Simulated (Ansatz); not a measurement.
Consider the following.

GaGeO$_{3}$:
```
GaGeO3
1.0
    3.48314     0.00000     0.00000
    0.00000     3.48314     0.00000
    0.00000     0.00000     4.71996
Ga Ge O
1 1 3
Cartesian
  1.74157   1.74157   2.89295
  0.00000   0.00000   1.00531
  0.00000   1.74157   2.05924
  1.74157   0.00000   2.05924
  1.74157   1.74157   4.68090
```

This is the r²SCAN+D4-relaxed structure.

Q: All from r²SCAN+D4 in the plane-wave PAW code Ansatz, unless another level is named. Estimate the electronic character.

A: metallic (no gap).

Q: Predict the density of states at the Fermi level.

A: 0.32 states/eV per atom (mean over ±0.08 eV).

Q: Predict the formation energy from the elements (no fitted shifts).

A: -126 kJ/mol of atoms.

Space group P4mm. The start of the workflow was typed in or built on a structure type; neither database checked (COD, Materials Project) lists it. Whether it is the stable phase at ambient conditions was not checked. Symmetry was held in the r²SCAN+D4 relaxation; whether a distortion lowers the energy is not shown. With an odd number of electrons in the cell and no spin polarisation, the count alone makes it a metal. The references are the lowest solids computed at this level, not always the standard phases (solids in place of the gases). Scalar-relativistic: spin–orbit coupling is off unless named, which matters more the heavier the elements.

Potentials: the later of the program's two PAW sets.
